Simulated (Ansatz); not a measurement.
**NaCl (Fm-3m): energy against volume by PBE and RPA**

```
CELL_PARAMETERS angstrom
0.00000 2.82000 2.82000
2.82000 0.00000 2.82000
2.82000 2.82000 0.00000
ATOMIC_POSITIONS crystal
Na 0.00000 0.00000 0.00000
Cl 0.50000 0.50000 0.50000
```

RPA total energy on PBE orbitals, soft PAW set, first generation (Ansatz); 4×4×4 mesh, wave cutoff 800 eV, correlation extrapolated to infinite response cutoff from cutoffs up to 280 eV, 16 electrons, all correlated, long-wavelength term: neglected.

Energies and volumes of the whole cell, energies counted from the given cell:

| V/V_given | V (Å³) | PBE (meV) | Hartree-Fock expression on these orbitals (meV) | RPA (meV) |
| --- | --- | --- | --- | --- |
| 0.92 | 41.26 | 46 | 71 | 14 |
| 0.96 | 43.06 | 15 | 27 | 3 |
| 1.00 | 44.85 | 0 | 0 | 0 |
| 1.04 | 46.65 | -3 | -13 | 17 |
| 1.08 | 48.44 | 4 | -15 | 37 |

Question: Fit third-order Birch-Murnaghan curves. Where are the minima?

Answer: PBE: V0 = 23.12 Å³ an atom (lattice constants +1.0 % against the given cell), B0 = 24 GPa; Hartree-Fock expression on these orbitals: V0 = 23.96 Å³ an atom (lattice constants +2.2 % against the given cell), B0 = 23 GPa; RPA: V0 = 21.91 Å³ an atom (lattice constants -0.8 % against the given cell), B0 = 28 GPa. The RPA points scatter about the fit by some 3 meV, so its minimum and above all its modulus are rough.

Soft PAW datasets can recover too little correlation energy, by a few per cent up to a quarter and more. This ran on a trial build of the method. The mesh is coarse, so these are values at the stated settings, not converged ones.
